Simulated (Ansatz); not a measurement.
With the program Ansatz at the PBE level (PAW), Bi in the fcc (Cu type) structure (Fm-3m) relaxes to a = 5.034 Å. Bi has 12 nearest neighbours from 3.56 Å (cuboctahedral).

Electronic character: metallic (no gap). Gap from PBE with spin–orbit coupling: none (metallic).

The bulk modulus is 50.9 GPa.

The start of the workflow was typed in or built on a structure type; neither database checked (COD, Materials Project) lists it. It is not the phase usual at ambient conditions (space group No. 166). The PBE relaxation kept the symmetry of its start; whether a distortion lowers the energy is not shown. Scalar-relativistic: spin–orbit coupling is off unless named, which matters more the heavier the elements.

Potentials: the earlier of the program's two PAW sets.
